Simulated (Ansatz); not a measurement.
Sb2Pd:
```
Sb2Pd
1.0
    6.52397     0.00000     0.00000
    0.00000     6.52397     0.00000
    0.00000     0.00000     6.52397
Pd Sb
4 8
Direct
  0.00000   0.00000   0.00000
  0.50000   0.00000   0.50000
  0.50000   0.50000   0.00000
  0.00000   0.50000   0.50000
  0.37414   0.37414   0.37414
  0.12586   0.62586   0.87414
  0.87414   0.12586   0.62586
  0.62586   0.87414   0.12586
  0.62586   0.62586   0.62586
  0.87414   0.37414   0.12586
  0.12586   0.87414   0.37414
  0.37414   0.12586   0.87414
```

Relaxed with r²SCAN. Special points in fractions of this cell's reciprocal vectors: Γ (0.000, 0.000, 0.000); X (0.000, 0.500, 0.000); M (0.500, 0.500, 0.000); R (0.500, 0.500, 0.500); X1 (0.500, 0.000, 0.000).

**Question.** List the band energies nearest the Fermi level at these points for r²SCAN with spin–orbit coupling in the plane-wave PAW code Ansatz.

**Answer.** In eV from the Fermi level; about four levels below and three above (degenerate sets whole), none deeper than 8.9 eV; points with the same levels are listed once.

| k | below | above |
|---|---|---|
| Γ | -0.15 -0.15 -0.15 -0.15 | 1.25 1.25 2.78 2.78 2.78 2.78 |
| X | -0.65 -0.65 -0.65 -0.65 | 0.60 0.60 0.60 0.60 |
| M | -0.60 -0.60 -0.60 -0.60 | 1.56 1.56 1.56 1.56 |
| R | -0.30 -0.30 -0.30 -0.30 -0.30 -0.30 -0.28 -0.28 | 2.17 2.17 2.17 2.17 2.17 2.17 |

Space group Pa-3. The workflow started from an entry of the Crystallography Open Database (COD). Whether it is the stable phase at ambient conditions was not checked. Symmetry was held in the r²SCAN relaxation; its stability against distortions is not shown here. No spin polarisation was allowed.

Potentials: the later of the program's two PAW sets.
